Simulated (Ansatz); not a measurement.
A generator proposed this cell of TaH₃Br₂.

```xyz
6
Lattice="2.7948 1.6136 4.4217 -2.7948 1.6136 4.4217 0.0000 -3.2271 4.4217" Properties=species:S:1:pos:R:3 pbc="T T T"
Ta    0.0000    0.0000    0.0000
H    -1.3974    0.8068    2.2109
H     1.3974    0.8068    2.2109
H     0.0000   -1.6136    2.2109
Br    0.0000    0.0000    8.2999
Br    0.0000    0.0000    4.9653
```

Computed with Ansatz 0.2.0, DFT PBE, scalar-relativistic, plane waves, PAW. Plane waves to 420 eV, a k mesh through Γ of 6×6×6 on the computed 6-atom cell and Gaussian smearing (0.10 eV); no spin polarisation.

The zero of energy is the elements' standard structures at the same level (H₂ as a molecule); no fitted shifts are applied. The references include crystalline Br.

Question: How far from equilibrium is it?

Answer: The pressure is -16.6 GPa (the mean over three directions, positive in compression), the largest force is 0.41 eV/Å, and the energy is +1.13 eV/atom against the elements. The shortest distance is 2.74 Å.

Question: Is it a good guess?

Answer: A rough one: relaxing gains about 0.68 eV/atom (the start's value is from the coarse mesh, so the gain is rough) in 11 ionic steps and ends at +0.45 eV/atom on the finer mesh. The symmetry stays R-3m (No. 166). The volume per atom shrinks by 40.1 %, from 19.9 to 11.9 Å³. The shortest distance goes from 2.74 Å (Ta–H) to 2.31 Å (Ta–H). Conventional cell: a = 4.707 Å, c = 11.203 Å. Ta is surrounded by 6 H at 2.31 Å and 6 Br at 2.75 Å; around H lie 2 Ta at 2.31 Å, 4 H at 2.35 Å and 6 Br at 2.68–2.75 Å; Br is surrounded by 9 H at 2.68–2.75 Å, 3 Ta at 2.75 Å and 4 Br at 2.85–2.86 Å.

The last run used a 12×12×12 mesh for its 6-atom cell and Gaussian smearing of 0.10 eV. These runs have no spin–orbit coupling, which can matter for Ta. The reference form of Br is held partly by dispersion forces, which this level lacks. With hydrogen, zero-point motion can shift formation energies by some tens of meV/atom. The relaxation can't lower the symmetry of the start, and the grade says only how near the guess is to its own end. Symmetry constrained the relaxation, so the result can be a saddle point. Another cell of TaH3Br2 relaxed alike, in P-6m2, lies 38 meV/atom lower, so this cell isn't the stable form at this level.
